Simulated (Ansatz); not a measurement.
## Contact densities of Ga against volume

```
Ga
1.0
    -1.40400    1.40400    2.22900
     1.40400   -1.40400    2.22900
     1.40400    1.40400   -2.22900
Ga
1
Direct
  0.00000 0.00000 0.00000
```

The cell is COD entry 9012723, as deposited and not checked against the literature; nothing was relaxed.

Theory: Ansatz 0.2.0, DFT, PBEsol, all-electron PAW with datasets made for the crystal, scalar-relativistic.

Settings: a Γ-centred 16×16×16 k mesh, Fermi–Dirac smearing of 0.03 eV, cutoff 240 eV (chosen by the program for this cell), no spin polarisation.

The contact density is the mean electron density over the nuclear volume; its changes follow the s electrons' response to bonding and compression. Changes below are taken from the unscaled cell, where it is 187142 e/Å³ at Ga.

```
V/V(cell)  P (GPa)  Δρ(0) Ga (e/Å³)
   0.9400      5.1            -1.71
   0.9600      3.5            -1.10
   0.9800      2.0                ?
   0.9900      1.3                ?
   1.0000      0.6             0.00
   1.0100      0.0             0.24
   1.0200     -0.6             0.47
   1.0400     -1.7                ?
   1.0600     -2.7             1.36
```

(1) What belongs in the row "0.9800", column "Δρ(0) Ga (e/Å³)"?

(2) What belongs in the row "1.0400", column "Δρ(0) Ga (e/Å³)"?

(3) What belongs in the row "0.9900", column "Δρ(0) Ga (e/Å³)"?

The datasets are made afresh for each cell, so very small changes are uncertain.

## Answers

(1) -0.51.

(2) 0.92.

(3) -0.25.
